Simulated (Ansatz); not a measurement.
The cell below belongs to a search over invented structures; it isn't taken from experiment.

Input and command of a plane-wave DFT calculation in Ansatz:

```yaml
crystal:
  lattice:
    - [4.9796767556, 0.0, 0.0]
    - [0.0, 4.9796767556, 0.0]
    - [0.0, 0.0, 6.8814156442]
  atoms:
    - { symbol: Sn, position: [0.0, 0.5, 0.0] }
    - { symbol: Sn, position: [0.5, 0.0, 0.0] }
    - { symbol: Sn, position: [0.0, 0.0, 0.2733687339] }
    - { symbol: Sn, position: [0.0, 0.0, 0.7266312661] }
    - { symbol: F, position: [0.5, 0.5, 0.0] }
basis:
  ecutwfc: 420
kpoints:
  mp_grid: { grid: [8, 8, 6] }
hamiltonian:
  xc: pbe
scf:
  occupations: { method: gaussian, width: 0.1 }
output:
  forces: true
  stress: true
  eigenvalues: true
  write_density: true
  write_potential: true
  elf: true
  volumetric_format: npy
relax:
  adjacent_minimum: "off"
  f_tol: 0.01
  max_steps: 80
  cell: { stress_tol: 0.05 }
```

```bash
ansatz run input.yaml --threads 1 --pin off --max-ram 2560MiB --backend cpu --events-out ev --progress --plain --runs-dir out
```

Processor: Intel(R) Xeon(R) Processor @ 2.70GHz, 1 thread, on a host shared with other jobs.

Estimate time, memory and problem size.

About 100 s, peak memory 0.61 GiB. It solves 38 bands at 60 k points (after reduction by symmetry) with about 3355 plane waves (on the last cell), in 22 SCF iterations over 4 ionic steps.
